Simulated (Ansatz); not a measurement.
Input, command and steps of an Ansatz relaxation.

```yaml
crystal:
  lattice:
    - [2.8676226161, 0.0, 0.0]
    - [-1.433811308, 2.483434034, 0.0]
    - [0.0, 0.0, 8.4688817934]
  atoms:
    - { symbol: Mg, position: [0.6666666667, 0.3333333333, 0.5] }
    - { symbol: Zn, position: [0.6666666667, 0.3333333333, 0.0] }
    - { symbol: Zn, position: [0.0, 0.0, 0.7630208298] }
    - { symbol: Zn, position: [0.0, 0.0, 0.2369791702] }
basis:
  ecutwfc: 500
kpoints:
  mp_grid: { grid: [18, 18, 6] }
hamiltonian:
  xc: r2scan
scf:
  occupations: { method: gaussian, width: 0.1 }
output:
  forces: true
  stress: true
  eigenvalues: true
relax:
  adjacent_minimum: "off"
  f_tol: 0.01
  max_steps: 30
  cell: { stress_tol: 0.1, fix: [volume] }
```

```bash
ansatz run input.yaml --threads 1 --pin off --max-ram 2560MiB --backend cpu --events-out ev --progress --plain --runs-dir out
```

These are results of Ansatz 0.2.0, DFT r2SCAN, scalar-relativistic, plane waves, PAW, not measurements.

The volume is held at 0.94 times that of the relaxed cell.

Of 4 frames 3 are shown, positions in Å and forces in eV/Å; the SCF threshold varies from step to step. Steps run on the plane waves of an earlier cell, with a Pulay correction in the pressure. The basis is chosen afresh for the last frame, the zero of the energies, and at times for earlier ones too; energy and pressure step there, also at an unchanged geometry.

```xyz
4
Lattice="2.8676 0.0000 0.0000 -1.4338 2.4834 0.0000 0.0000 0.0000 8.4689" Properties=species:S:1:pos:R:3:forces:R:3 pbc="T T T" step=1 free_energy_over_end_meV_per_atom=0.17 pressure_GPa=4.75
Mg    1.4338    0.8278    4.2344    0.0000    0.0000    0.0000
Zn    1.4338    0.8278    0.0000    0.0000    0.0000    0.0000
Zn    0.0000    0.0000    6.4619    0.0000    0.0000   -0.0410
Zn    0.0000    0.0000    2.0069    0.0000    0.0000    0.0410
4
Lattice="2.8644 0.0000 0.0000 -1.4322 2.4806 0.0000 0.0000 0.0000 8.4880" Properties=species:S:1:pos:R:3:forces:R:3 pbc="T T T" step=2 free_energy_over_end_meV_per_atom=0.03 pressure_GPa=4.68
Mg    1.4322    0.8269    4.2440    0.0000    0.0000    0.0000
Zn    1.4322    0.8269    0.0000    0.0000    0.0000    0.0000
Zn    0.0000    0.0000    6.4735    0.0000    0.0000   -0.0241
Zn    0.0000    0.0000    2.0145    0.0000    0.0000    0.0241
4
Lattice="2.8629 0.0000 0.0000 -1.4314 2.4793 0.0000 0.0000 0.0000 8.4971" Properties=species:S:1:pos:R:3:forces:R:3 pbc="T T T" step=4 free_energy_over_end_meV_per_atom=0.00 pressure_GPa=4.64
Mg    1.4314    0.8264    4.2485    0.0000    0.0000    0.0000
Zn    1.4314    0.8264    0.0000    0.0000    0.0000    0.0000
Zn    0.0000    0.0000    6.4763    0.0000    0.0000    0.0019
Zn    0.0000    0.0000    2.0208    0.0000    0.0000   -0.0019
```

It took 2.7 min on 1 thread of Arm Neoverse V2 (shared host), peak memory 0.63 GiB.